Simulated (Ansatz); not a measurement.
# Is this SrTaO2 structure a true minimum?

The cell was found from a proposed guess, not taken from experiment.

Level of theory: Ansatz, DFT PBE, scalar-relativistic, plane waves, PAW. Cutoff 420 eV; k points 8×8×2 on the computed 16-atom cell (Γ-centred); Gaussian smearing, width 0.10 eV; no spin polarisation.

The cell below (16 atoms, space group P4/nmm (No. 129)) is relaxed within its symmetry.

```cif
data_structure
_symmetry_space_group_name_H-M 'P 1'
_symmetry_Int_Tables_number 1
_cell_length_a 3.9655
_cell_length_b 3.9655
_cell_length_c 15.8711
_cell_angle_alpha 90.000
_cell_angle_beta 90.000
_cell_angle_gamma 90.000
_cell_volume 249.57
loop_
_atom_site_label
_atom_site_type_symbol
_atom_site_fract_x
_atom_site_fract_y
_atom_site_fract_z
_atom_site_occupancy
Sr1 Sr 0.50000 0.00000 0.58269 1
Sr2 Sr 0.50000 0.00000 0.83046 1
Sr3 Sr 0.00000 0.50000 0.41731 1
Sr4 Sr 0.00000 0.50000 0.16954 1
Ta1 Ta 0.00000 0.50000 0.70406 1
Ta2 Ta 0.00000 0.50000 0.96838 1
Ta3 Ta 0.50000 0.00000 0.29594 1
Ta4 Ta 0.50000 0.00000 0.03162 1
O1 O 0.50000 0.50000 0.69964 1
O2 O 0.00000 0.00000 0.69964 1
O3 O 0.00000 0.50000 0.83008 1
O4 O 0.00000 0.50000 0.57193 1
O5 O 0.50000 0.50000 0.30036 1
O6 O 0.00000 0.00000 0.30036 1
O7 O 0.50000 0.00000 0.16992 1
O8 O 0.50000 0.00000 0.42807 1
```

For the test it was strained at random (σ = 1.5 % a component), the atoms were moved at random (σ = 0.05 Å), and all was relaxed again on a coarse 6×6×2 mesh (in the run’s order of axes) with 0.20 eV smearing, with no symmetry imposed.

These runs have no spin–orbit coupling, which can matter for Ta.

Q: Is the structure stable against such a distortion?

A: It returns, within 1 meV/atom of the unmoved cell on that mesh and with the same symmetry when read at 0.1 Å (Cmme at 0.01 Å, so small strains and shifts remain). So it is stable against the distortions that fit this cell and that this random move excites. Modes that don't fit the cell aren't tested.
